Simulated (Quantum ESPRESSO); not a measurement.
# Where does F sit best among O sites?

The results below are calculated, not measured. They come from pw.x of Quantum ESPRESSO 7.5, a plane-wave density functional program, with PseudoDojo standard norm-conserving files (v0.5 for PBE, v0.4.1 for LDA and PBEsol). The cells are made up: elements, strain and atom displacements were drawn at random, and nothing was relaxed. There is no spin polarisation, spin-orbit coupling or dispersion term.

The cell has 9 sites of a quartz lattice. Sites 1 to 3 hold Si Si Si; sites 4 to 9 hold X N X X X F. Cell vectors in Å: (4.976, 0.000, 0.000); (-2.488, 4.309, 0.000); (0.000, 0.000, 5.462). Settings: PBE, cutoff 1143 eV, 7 x 7 x 6 k mesh shifted by half a step, Fermi-Dirac smearing of 0.1 eV.

In each run one of the sites marked X holds F and the others hold O; cell and positions stay the same. E is the free energy of the cell.

```
site of the guest,first shell,mean distance (Å),E above the lowest (eV),P (GPa),force on the guest (eV/Å)
4,Si2,1.564,1.252,16.83,3.395
6,Si2,1.617,0.928,17.12,3.308
7,Si2,1.613,0.964,16.84,3.545
8,Si2,1.704,0.000,16.97,1.730
```

A rerun of one of these cells at 1437 eV and k mesh 9 x 9 x 8 moved values by no more than 0.003 eV in the cell's energy, 0.02 GPa in stress and 0.002 eV/Å in force.

## Reading the table

Site 8 is lowest, by 0.928 eV, over three times the rerun's bound. A straight line of energy against the mean distance has a slope of -9.2 ± 1.1 eV/Å, so the guest costs less on the roomier sites. The positions are random and not relaxed, so the differences hold for this frozen cell and are not site preferences of a real crystal.